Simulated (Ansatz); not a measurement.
Si$_{2}$Ni (fluorite or antifluorite type, Fm-3m), plane-wave PAW r²SCAN (Ansatz code), all energies at zero smearing, with the estimated change up to a 700 eV cutoff added, with one set of potentials and settings (totals compare only within such a set). Cell of 3 atoms (1 Ni, 2 Si): -7124.479 eV.

```
element                             reference phase  E (eV/atom)
-------  ------------------------------------------  -----------
Ni       Fm-3m, 1 atoms in the cell, spin-polarised   -5845.2912
Si                       Fd-3m, 2 atoms in the cell    -639.0667
```

Formation energy per atom, worked out: (-7124.479 − 1×(-5845.2912) − 2×(-639.0667))/3 = -0.351 eV/atom (-34 kJ per mol of atoms), at 0 K, without zero-point energy or fitted corrections.

The cell was relaxed with r²SCAN under the symmetry of its start; phonons on a q-mesh show no instability. The workflow began spin-polarised and lost its moments. The references are the lowest solids computed at this level, not always the standard phases.

Potentials: the later of the program's two PAW sets.
